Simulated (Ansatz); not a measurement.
# Rb: strain energy, fitted

Rb, I4/mmm, a = 5.909 Å, c = 5.462 Å. This isn't the element's structure at ambient conditions. Ansatz: r2SCAN, PAW, 500 eV, Γ-centred 8×8×8 mesh on 2 atoms, Gaussian smearing 0.10 eV; no spin polarisation. Series: shear of c along a, cell held, atoms fixed by symmetry; x is the strain in per cent (engineering shear). y is the free energy over the unstrained cell, V0 = 95.352 Å³/atom. Symmetry makes y even in x.

```
x (%) y (meV/atom)
  0.0          0.00
  1.5          0.12
  3.0          0.46
  4.5          1.03
  6.0          1.82
  9.0             ?
```

Task: Fit y = c2 x² + c4 x⁴ to the other rows, turn c2 into a modulus, and predict the missing energy.

Result: Least squares on the rows shown. y = 0.05136 x² − 2.249×10⁻⁵ x⁴. In eV per unit strain² c2 is 0.5136; this is the shear stiffness (E = ½ C V0 γ²): 2 × 0.5136 × 160.2 / (95.352) = 1.7 GPa. At x = 9.0 the fit asked for gives 4.01 meV/atom. The run gave 4.03 meV/atom, so the fit is 0.02 meV/atom too low, a small miss on the scale of the series. The form still works here, 50 % of the fitted range beyond its end.